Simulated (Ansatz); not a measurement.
## Data sheet: AlPt3C (DFT)

AlPt3C:
```yaml
crystal:
  lattice:
    - [4.13269, 0.00000, 0.00000]
    - [0.00000, 4.13269, 0.00000]
    - [0.00000, 0.00000, 4.13269]
  atoms:
    - { symbol: Al, position: [0.00000, 0.00000, 0.00000] }
    - { symbol: Pt, position: [0.00000, 0.50000, 0.50000] }
    - { symbol: Pt, position: [0.50000, 0.00000, 0.50000] }
    - { symbol: Pt, position: [0.50000, 0.50000, 0.00000] }
    - { symbol: C, position: [0.50000, 0.50000, 0.50000] }
```

Space group Pm-3m (No. 221), anti-perovskite; conventional cell a = 4.1327 Å, b = 4.1327 Å, c = 4.1327 Å, α = 90.00°, β = 90.00°, γ = 90.00°.

Method: the program Ansatz at the PBEsol level (PAW). The cell and atoms are relaxed at this level. Other levels are named where they apply.

Cell and energy:

```yaml
volume_per_atom: 14.12 Å³
density: 14.69 g/cm³
Formation energy from the elements (no fitted shifts): 0.19 eV/atom
```

Electronic structure:

```yaml
electronic_character: metallic (no gap)
Density of states at the Fermi level: 0.56 states/eV per atom (mean over ±0.08 eV)
Gap with spin–orbit coupling: none (metallic)
```

Mechanics:

```yaml
Bulk modulus (Birch–Murnaghan fit): 2290 kbar
Pressure derivative B′: 4.8
Elastic constants (relaxed ions, GPa): C11 = 330, C12 = 179, C44 = -15.5
mechanical_stability: unstable (C has a negative eigenvalue)
```

Phonons:

```yaml
highest_zone_centre_frequency: 438 cm⁻¹
zone_centre_stability: unstable, softest mode 94i cm⁻¹
```

The start of the workflow was typed in or built on a structure type; neither database checked (COD, Materials Project) lists it. Whether it is the stable phase at ambient conditions was not checked. The cell was relaxed with PBEsol under the symmetry of its start. No spin polarisation was allowed. Its formation energy is positive at this level, so the cell may be metastable or incomplete. As this level gives no gap, shear constants depend on the k-mesh and smearing (Fermi–Dirac, 0.1 eV here). As this level gives no gap, phonon frequencies hold no LO–TO term and depend on the k-mesh and smearing (Fermi–Dirac, 0.1 eV here). The references are the lowest solids computed at this level, not always the standard phases. Scalar-relativistic: spin–orbit coupling is off unless named, which matters more the heavier the elements.

Potentials: the later of the program's two PAW sets.
